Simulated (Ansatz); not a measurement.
BeS:
```
BeS
1.0
    8.95232     0.00000     0.00000
    0.00000     3.43421     0.00000
    0.00000     0.00000     5.78747
Be S
4 4
Direct
  0.23829   0.25000   0.98723
  0.26171   0.75000   0.48723
  0.76171   0.75000   0.01277
  0.73829   0.25000   0.51277
  0.80107   0.25000   0.84432
  0.69893   0.75000   0.34432
  0.19893   0.75000   0.15568
  0.30107   0.25000   0.65568
```

Relaxed with PBE. Special points in fractions of this cell's reciprocal vectors: Γ (0.000, 0.000, 0.000); X (0.500, 0.000, 0.000); S (0.500, 0.500, 0.000); Y (0.000, 0.500, 0.000); Z (0.000, 0.000, 0.500); U (0.500, 0.000, 0.500); R (0.500, 0.500, 0.500); T (0.000, 0.500, 0.500).

Q: List the band energies nearest the valence-band maximum at these points for PBE (plane waves, PAW; program Ansatz).

A: In eV from the valence-band maximum; about four levels below and three above (degenerate sets whole), none deeper than 8.9 eV; points with the same levels are listed once.

```
k                    below                above
-  -----------------------  -------------------
Γ  -0.37 -0.24 -0.20 -0.12       4.70 5.15 5.58
X  -0.22 -0.22 -0.22 -0.22  5.13 5.13 5.72 5.72
S  -0.30 -0.30 -0.30 -0.30  4.71 4.71 4.71 4.71
Y  -0.54 -0.54 -0.04 -0.04  4.63 4.63 4.77 4.77
Z  -0.99 -0.99 -0.55 -0.55  5.14 5.14 5.88 5.88
U  -1.00 -1.00 -0.66 -0.66  5.32 5.32 5.81 5.81
R  -0.37 -0.37 -0.37 -0.37  4.82 4.82 4.82 4.82
T  -0.63 -0.63 -0.07 -0.07  4.41 4.41 5.45 5.45
```

Space group Pnma. The cell is a constructed one: a structure type filled with these elements; neither database checked (COD, Materials Project) lists it. COD files the formula under space group No. 216, so this cell is another polymorph or a model. Whether it is the stable phase at ambient conditions was not checked. Symmetry was held in the PBE relaxation; its stability against distortions is not shown here. A crystal of weakly bound layers computed without a dispersion correction: the cell and the soft elastic constants depend strongly on that.

Potentials: the later of the program's two PAW sets.
